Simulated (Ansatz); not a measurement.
CuCl:
```yaml
crystal:
  lattice:
    - [0.00000, 2.71225, 2.71225]
    - [2.71225, 0.00000, 2.71225]
    - [2.71225, 2.71225, 0.00000]
  atoms:
    - { symbol: Cu, position: [0.25000, 0.25000, 0.25000] }
    - { symbol: Cl, position: [0.50000, 0.50000, 0.50000] }
```

x, y and z are the axes in which the lattice vectors are written.

Q: Give the high-frequency dielectric tensor and the Born effective charge tensors of the independent atoms from DFPT, plane-wave PAW PBE (Ansatz code).

A: 
ε∞:
```
5.27  0.00  0.00
0.00  5.27  0.00
0.00  0.00  5.27
```
Z* of atom 1 (Cu), rows: field, columns: displacement, in e:
```
1.14  0.00  0.00
0.00  1.14  0.00
0.00  0.00  1.14
```
Z* of atom 2 (Cl), rows: field, columns: displacement, in e:
```
-1.14   0.00   0.00
 0.00  -1.14   0.00
 0.00   0.00  -1.14
```

Static charges for comparison (Bader): Cu1 +0.60, Cl2 -0.60 e. Born charges measure polarisation by displacement and can exceed these by far.

Space group F-43m (zinc blende). The cell was relaxed with PBE under the symmetry of its start; phonons on a q-mesh show no instability. No spin polarisation was allowed.

Potentials: the later of the program's two PAW sets.
